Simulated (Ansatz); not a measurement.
Kick test of a cell of Nd2CdC2

It was reached by relaxing an invented guess, and it needn't be the stable form of this composition.

Method: DFT PBE, scalar-relativistic, plane waves, PAW, and for the lanthanide a 4f-in-core norm-conserving potential (Ansatz). Settings: cutoff 660 eV, Γ-centred mesh 4×4×10 on the computed 10-atom cell, Gaussian smearing of 0.10 eV; no spin polarisation.

The cell below (10 atoms, space group P4/mbm (No. 127)) is relaxed within its symmetry.

```
Nd Cd C
1.0
     7.23242    0.00000    0.00000
     0.00000    7.23242    0.00000
     0.00000    0.00000    3.54784
Nd Cd C
4 2 4
Direct
  0.80892 0.30892 0.50000
  0.69108 0.80892 0.50000
  0.19108 0.69108 0.50000
  0.30892 0.19108 0.50000
  0.50000 0.50000 0.00000
  0.00000 0.00000 0.00000
  0.43298 0.93298 0.00000
  0.93298 0.56702 0.00000
  0.06702 0.43298 0.00000
  0.56702 0.06702 0.00000
```

For the test it was strained at random (σ = 1.5 % a component), the atoms were moved at random (σ = 0.10 Å), and all was relaxed again on a coarse 6×4×4 mesh (in the run’s order of axes) with 0.20 eV smearing, with no symmetry imposed.

**Question.** Is the structure stable against such a distortion?

**Answer.** It doesn't return. The energy falls by 70 meV/atom on that mesh, the volume changes by 6.9 %, and the end has space group P2_1 (No. 4) at a loose tolerance. Relaxed again on an 8×6×4 mesh with 0.10 eV smearing, the new structure lies 62 meV/atom below the first (mesh in the axes of the run's cell; the cell below is made exact in the group named). Space group P2_1 (No. 4), monoclinic, a = 3.834 Å, b = 6.929 Å, c = 7.612 Å, β = 100.7°. Around Nd on its first site lie 4 C at 2.60–2.76 Å, 3 Cd at 3.04–3.22 Å and 1 C at 3.07 Å; Nd on its second site has 4 C at 2.67–2.75 Å, 1 C at 2.94 Å, 2 Cd at 2.99–3.05 Å and 2 Cd at 3.29–3.44 Å; around Cd lie 1 C at 2.61 Å, 7 Nd at 2.99–3.44 Å and 1 C at 3.05 Å; around C on its first site lie 1 C at 1.36 Å, 1 Cd at 2.61 Å, 3 Nd at 2.69–2.76 Å, 2 Nd at 2.94–3.07 Å and 1 Cd at 3.05 Å; 1 more site not described.

```xyz
10
Lattice="3.8335 0.0000 0.0000 0.0000 6.9288 0.0000 -1.4181 0.0000 7.4785" Properties=species:S:1:pos:R:3 pbc="T T T"
Nd    2.8924    5.5400    0.4314
Nd   -0.4213    4.8611    4.4754
Nd    2.8367    1.3967    3.0032
Nd   -0.4770    2.0756    7.0471
Cd    1.1207    3.7712    2.1559
Cd    1.2947    0.3068    5.3227
C     1.6761    2.8729    5.0120
C     0.7393    6.3373    2.4665
C     0.9776    0.2768    1.4516
C     1.4379    3.7412    6.0269
```

The lanthanide is trivalent by construction, without f bands, f moments or other valences.
